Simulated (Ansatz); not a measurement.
Values for one crystal, relaxed and computed with PBE+D3(BJ) (plane waves, PAW; program Ansatz); other levels are named.

```yaml
volume_per_atom: 22.75 Å³
band_gap: 7.41 eV (smallest direct gap 7.43 eV)
valence_band_maximum: at X
conduction_band_minimum: at Γ
```

Question: Pick the material that matches.
(A) Br, molecular I2 type
(B) Se, trigonal Se type
(C) C, diamond
(D) N, α-N2

Answer: D, N, α-N2

Space group Pa-3 (α-N2). Symmetry was held in the PBE+D3(BJ) relaxation. The substance is a gas or liquid at ambient conditions; this is its low-temperature solid.

Potentials: the later of the program's two PAW sets.
